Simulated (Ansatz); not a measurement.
Total density of states per atom from DFT-r²SCAN in the program Ansatz with PAW potentials, in 0.25 eV bins, energy from the Fermi level:

(E (eV), states/eV/atom): (-7.85, 0.18); (-7.60, 0.21); (-7.35, 0.26); (-7.10, 0.43); (-6.85, 0.79); (-6.60, 0.89); (-6.35, 1.09); (-6.10, 1.46); (-5.85, 1.60); (-5.60, 1.36); (-5.35, 1.24); (-5.10, 1.14); (-4.85, 0.92); (-4.60, 0.98); (-4.35, 1.08); (-4.10, 1.09); (-3.85, 1.29); (-3.60, 1.54); (-3.35, 1.47); (-3.10, 1.38); (-2.85, 1.10); (-2.60, 1.21); (-2.35, 1.15); (-2.10, 0.89); (-1.85, 0.80); (-1.60, 1.22); (-1.35, 1.52); (-1.10, 1.26); (-0.85, 1.04); (-0.60, 0.72); (-0.35, 0.73); (-0.10, 0.67); (0.15, 0.62); (0.40, 0.73); (0.65, 0.77); (0.90, 1.02); (1.15, 1.83); (1.40, 2.01); (1.65, 1.34); (1.90, 0.95); (2.15, 0.48); (2.40, 0.42); (2.65, 0.35); (2.90, 0.31); (3.15, 0.27); (3.40, 0.29); (3.65, 0.33); (3.90, 0.29); (4.15, 0.28); (4.40, 0.26); (4.65, 0.25)

Problem. Which of these materials gives this?
A) SrAsPt, P6_3/mmc (Sr on 2a, As on 2d, Pt on 2c)
B) TiSi, rock salt
C) VPt2, Immm (V on 2a, Pt on 4i)
D) NbAs, CsCl type

Solution. C, VPt2, Immm (V on 2a, Pt on 4i). Within 0.5 eV of the Fermi level: V 3d 60 %, Pt 5d 30 %. Projections are on Löwdin-orthogonalised atomic valence shells; empty p or d shells of many metals are not among them.

The workflow started from a Materials Project entry (that database holds measured and hypothetical structures alike); the Crystallography Open Database files this formula in space group No. 71, but the cells were not matched. Its standing as an ambient phase is unchecked. The cell was relaxed with r²SCAN under the symmetry of its start; its stability against distortions is not shown here. No spin polarisation was allowed. Scalar-relativistic: spin–orbit coupling is off unless named, which matters more the heavier the elements.

Potentials: the later of the program's two PAW sets.
